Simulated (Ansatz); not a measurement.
# Sensitivity of the gradients in MgMn3NiO8 to the input

Cell: a computed structure from the Materials Project (it need not be an observed phase), atoms as given.

Space group R-3m:H (No. 166); a = 5.8988, c = 14.5818 Å, γ = 120.00°.

```csv
site,Wyckoff,site symmetry,x,y,z
Mg,3a,-3m,0.0000,0.0000,0.0000
Mn,9e,.2/m,0.6667,0.8333,0.3333
Ni,3b,-3m,0.0000,0.0000,0.5000
O6,18h,.m,0.8454,0.6909,0.4033
O9,6c,3m,0.0000,0.0000,0.2659
```

One atom of each set is listed; the run and its k-mesh use a cell of 13 atoms with edges of 5.93, 5.93, 5.93 Å.

Reference run. Method: Kohn–Sham DFT in Ansatz, PBE, plane waves and PAW, scalar-relativistic, collinear spin, 420 eV cutoff, Γ-centred 4×4×4 k-points, Fermi–Dirac smearing 0.02 eV. Start moments as typed (μB): 3 on each Mn, 2 on each Ni, none on the rest.

Question: The input is changed as follows: `basis.ecutrho_ratio`: not typed → 12; `total_charge`: not typed → -1; `scf.eigensolver.kind`: not typed → davidson; `basis.precision`: not typed → f64. What happens to V_zz (10²¹ V/m²) and η?

Answer: 

```json
{"site": "Mg", "V_zz reference": "0.66", "η reference": "0.00", "V_zz changed": "0.72", "η changed": "0.00"}
{"site": "Mn", "V_zz reference": "2.52", "η reference": "0.35", "V_zz changed": "0.84", "η changed": "0.52"}
{"site": "Ni", "V_zz reference": "-0.84", "η reference": "0.00", "V_zz changed": "-0.94", "η changed": "0.00"}
{"site": "O6", "V_zz reference": "2.65", "η reference": "0.95", "V_zz changed": "2.39", "η changed": "0.98"}
{"site": "O9", "V_zz reference": "-3.35", "η reference": "0.00", "V_zz changed": "-3.46", "η changed": "0.00"}
```

The largest change of V_zz along a kept axis is on O6, from 2.65 to 2.39. The whole tensor moves most on Mn, by 2.80 along its most changed direction. In per cent, |V_zz| changes by -10 to +3 on O (all sites that start above 2, bar those whose gradient vanishes or changes sign or whose main axis turns by over 40°). On Mn the largest principal value lies along another axis in the second run, so the two V_zz can't be compared directly. The changed cell holds a charge of -1 on a uniform background, so it isn't the neutral crystal. The gap no longer holds the Fermi energy in the changed run, so its gradients also hang on the k-mesh and the smearing. SCF iterations: 22 and 27.

On the reference run: At this cell the PBE pressure is -6 GPa, so with PBE the cell would shrink if it were relaxed. The entry's cell may itself be off. The largest force is 0.5 eV/Å, so the atoms aren't at the calculated equilibrium and relaxing them would move these values. The moments were started parallel, and the run ended with some of them reversed. The program didn't check the stability of this electronic state in full, so a lower one may lie near. With these PAW files V_zz is typically within 2 to 3 % of all-electron values, but misses above 10 % occur on Ni. With a gap of 1.0 eV on this mesh, small gradients can still move by 0.1 × 10²¹ V/m² or more as the k-mesh gets denser. The magnetic order is the one that the run reached from its start moments, not necessarily the measured one.
